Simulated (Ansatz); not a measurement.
Crystals of one structure type (zinc blende), relaxed and computed with r²SCAN in the plane-wave PAW code Ansatz; HSE06 gaps on those cells.

```csv
crystal,a (Å),gap (eV),Θ_D (K),G_Hill (GPa),HSE06 gap (eV),B₀ by P(V) fit (GPa)
BN,3.609,4.99,1940,404,5.79,391
BP,4.536,1.41,1100,174,1.96,169
BAs,4.782,1.37,701,137,1.83,141
GaAs,5.665,0.97,350,47.9,1.37,72.3
InAs,6.108,0.08,248,28.7,0.36,57.2
```

All cells were relaxed under the symmetry of their starts (and spin orders); stability against distortions was not tested throughout. Scalar-relativistic: spin–orbit coupling is off unless named, which matters more the heavier the elements.

Potentials: the earlier of the program's two PAW sets.
